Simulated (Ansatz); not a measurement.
The relaxed structure here is a generated cell of Ti2AlC: the first start was made by placing the elements on the sites of a structure type, and the end was not matched to a known phase here, so it may be hypothetical.

A relaxed cell of Ti₂AlC (P4/mmm (No. 123)), relaxed on a k-mesh at least as fine as the one used below. The numbers are results of PBEsol (plane waves to 420 eV, PAW, scalar-relativistic; Ansatz, a first-principles code), not measurements. Γ-centred k-mesh 8×8×9 on the run's cell (coarser than for final values), Fermi–Dirac smearing 0.05 eV.

```xyz
4
Lattice="4.1539 0.0000 0.0000 0.0000 4.1539 0.0000 0.0000 0.0000 3.5959" Properties=species:S:1:pos:R:3 pbc="T T T"
Ti     0.0000     2.0769     1.7980
Ti     2.0769     0.0000     1.7980
Al     2.0769     2.0769     0.0000
C      0.0000     0.0000     1.7980
```

The atoms are displaced along an unstable phonon of this cell by (Å):

| atom | ux | uy | uz |
|---|---|---|---|
| Ti1 | 0.000 | 0.000 | -0.150 |
| Ti2 | 0.000 | 0.000 | 0.150 |
| Al3 | 0.000 | 0.000 | 0.000 |
| C4 | 0.000 | 0.000 | 0.000 |

Q: What forces (eV/Å) and pressure result?

A: 
| atom | Fx | Fy | Fz |
|---|---|---|---|
| Ti1 | 0.00 | 0.00 | 0.30 |
| Ti2 | 0.00 | 0.00 | -0.30 |
| Al3 | 0.00 | 0.00 | 0.00 |
| C4 | 0.00 | 0.00 | 0.00 |

Pressure -0.5 GPa.

No spin polarisation in the result. The relaxed primitive cell holds an odd number of electrons. A magnetic state may lie lower.

The run that gave the undisplaced cell could not lose the symmetry of its start: the end is stationary, and may be a saddle point rather than a minimum.
